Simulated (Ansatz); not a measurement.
Consider the following.

SrPb3:
```
CELL_PARAMETERS angstrom
      4.87804     0.00000     0.00000
      0.00000     4.87804     0.00000
      0.00000     0.00000     4.87804
ATOMIC_POSITIONS crystal
  Sr 0.00000 0.00000 0.00000
  Pb 0.50000 0.50000 0.00000
  Pb 0.00000 0.50000 0.50000
  Pb 0.50000 0.00000 0.50000
```

This is the LDA-relaxed structure.

Task: All from LDA (plane waves, PAW; program Ansatz), unless another level is named. Predict the formation energy from the elements (no fitted shifts).

Result: -0.43 eV/atom.

Task: Give the density of states at the Fermi level.

Result: 0.12 states/eV per atom (mean over ±0.08 eV).

Space group Pm-3m (Cu3Au type). The workflow started from an entry of the Crystallography Open Database (COD); the relaxed space group is not among those it files for this formula. COD files the formula under space group No. 123, so this cell is another polymorph or a model. Whether it is the stable phase at ambient conditions was not checked. The cell was relaxed with LDA under the symmetry of its start; of distortions, only those at the zone centre were tested. The references are the lowest solids computed at this level, not always the standard phases. Scalar-relativistic: spin–orbit coupling is off unless named, which matters more the heavier the elements.

Potentials: the later of the program's two PAW sets.
